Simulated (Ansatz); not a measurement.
A relaxation computed with Ansatz, from input to last step.

```yaml
crystal:
  lattice:
    - [0.0, 2.9724757871, 2.9724757871]
    - [2.9724757871, 0.0, 2.9724757871]
    - [2.9724757871, 2.9724757871, 0.0]
  atoms:
    - { symbol: Cr, position: [0.0, 0.0, 0.0], spin: 1.89 }
    - { symbol: Cr, position: [0.25, 0.25, 0.25], spin: 1.89 }
    - { symbol: "N", position: [0.625, 0.625, 0.625], spin: -0.11 }
    - { symbol: "N", position: [0.125, 0.625, 0.625], spin: -0.11 }
    - { symbol: "N", position: [0.625, 0.625, 0.125], spin: -0.11 }
    - { symbol: "N", position: [0.625, 0.125, 0.625], spin: -0.11 }
basis:
  ecutwfc: 420
kpoints:
  mp_grid: { grid: [6, 6, 6] }
hamiltonian:
  xc: pbe
scf:
  occupations: { method: gaussian, width: 0.1 }
  lower_state_search: "off"
output:
  forces: true
  stress: true
  eigenvalues: true
  populations: true
magnetization:
  spin_polarized: true
relax:
  adjacent_minimum: "off"
  f_tol: 0.04
  max_steps: 70
  cell: { stress_tol: 0.4 }
```

```bash
ansatz run input.yaml --threads 1 --pin off --max-ram 2560MiB --backend cpu --events-out ev --progress --plain --runs-dir out
```

These are results of DFT PBE, scalar-relativistic, plane waves, PAW (Ansatz), not measurements.

Of 4 frames 4 are shown, positions in Å and forces in eV/Å; the SCF threshold varies from step to step. Steps run on the plane waves of an earlier cell, with a Pulay correction in the pressure. The basis is chosen afresh for the last frame, the zero of the energies, and at times for earlier ones too; energy and pressure step there, also at an unchanged geometry.

```xyz
6
Lattice="0.0000 2.9725 2.9725 2.9725 0.0000 2.9725 2.9725 2.9725 0.0000" Properties=species:S:1:pos:R:3:forces:R:3 pbc="T T T" step=1 free_energy_over_end_meV_per_atom=5.60 pressure_GPa=-5.95
Cr    0.0000    0.0000    0.0000    0.0000    0.0000    0.0000
Cr    1.4862    1.4862    1.4862    0.0000    0.0000    0.0000
N     3.7156    3.7156    3.7156    0.0000    0.0000    0.0000
N     3.7156    2.2294    2.2294    0.0000    0.0000    0.0000
N     2.2294    2.2294    3.7156    0.0000    0.0000    0.0000
N     2.2294    3.7156    2.2294    0.0000    0.0000    0.0000
6
Lattice="0.0000 2.9509 2.9509 2.9509 0.0000 2.9509 2.9509 2.9509 0.0000" Properties=species:S:1:pos:R:3:forces:R:3 pbc="T T T" step=2 free_energy_over_end_meV_per_atom=0.13 pressure_GPa=-2.04
Cr    0.0000    0.0000    0.0000    0.0000    0.0000    0.0000
Cr    1.4754    1.4754    1.4754    0.0000    0.0000    0.0000
N     3.6886    3.6886    3.6886    0.0000    0.0000    0.0000
N     3.6886    2.2132    2.2132    0.0000    0.0000    0.0000
N     2.2132    2.2132    3.6886    0.0000    0.0000    0.0000
N     2.2132    3.6886    2.2132    0.0000    0.0000    0.0000
6
Lattice="0.0000 2.9398 2.9398 2.9398 0.0000 2.9398 2.9398 2.9398 0.0000" Properties=species:S:1:pos:R:3:forces:R:3 pbc="T T T" step=3 free_energy_over_end_meV_per_atom=-0.88 pressure_GPa=-0.10
Cr    0.0000    0.0000    0.0000    0.0000    0.0000    0.0000
Cr    1.4699    1.4699    1.4699    0.0000    0.0000    0.0000
N     3.6748    3.6748    3.6748    0.0000    0.0000    0.0000
N     3.6748    2.2049    2.2049    0.0000    0.0000    0.0000
N     2.2049    2.2049    3.6748    0.0000    0.0000    0.0000
N     2.2049    3.6748    2.2049    0.0000    0.0000    0.0000
6
Lattice="0.0000 2.9398 2.9398 2.9398 0.0000 2.9398 2.9398 2.9398 0.0000" Properties=species:S:1:pos:R:3:forces:R:3 pbc="T T T" step=4 free_energy_over_end_meV_per_atom=0.00 pressure_GPa=-0.31
Cr    0.0000    0.0000    0.0000    0.0000    0.0000    0.0000
Cr    1.4699    1.4699    1.4699    0.0000    0.0000    0.0000
N     3.6748    3.6748    3.6748    0.0000    0.0000    0.0000
N     3.6748    2.2049    2.2049    0.0000    0.0000    0.0000
N     2.2049    2.2049    3.6748    0.0000    0.0000    0.0000
N     2.2049    3.6748    2.2049    0.0000    0.0000    0.0000
```

The start puts this composition into another compound's structure type, which needn't suit it. At the end the space group is Fd-3m (tolerance 0.05 Å).

Time: 15 s on 1 thread of Arm Neoverse V2, with other jobs on the host, peak memory 0.34 GiB.

The k mesh is coarse. Moments started parallel, and an antiferromagnetic order may lie lower.